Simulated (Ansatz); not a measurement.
System: Pt (fcc type), 1 atom in the cell.

Level of theory: Ansatz 0.2.0 development build, PBE, all-electron LAPW, point nucleus.

k-mesh 4×4×4 Γ-centred; Fermi–Dirac smearing of 0.15 eV; no spin polarisation; no spin–orbit coupling.

```yaml
crystal:
  lattice:
    - [0.00000, 1.98740, 1.98740]
    - [1.98740, 0.00000, 1.98740]
    - [1.98740, 1.98740, 0.00000]
  atoms:
    - { symbol: Pt, position: [0.00000, 0.00000, 0.00000] }
```
Lattice in Å, positions in fractions of it.

Q: What pressure does the calculation give?

A: The pressure is -2.05 GPa, so at these settings the cell is stretched and would shrink.

The k-mesh is coarse, so these values belong to this mesh and can lie far from the converged ones.
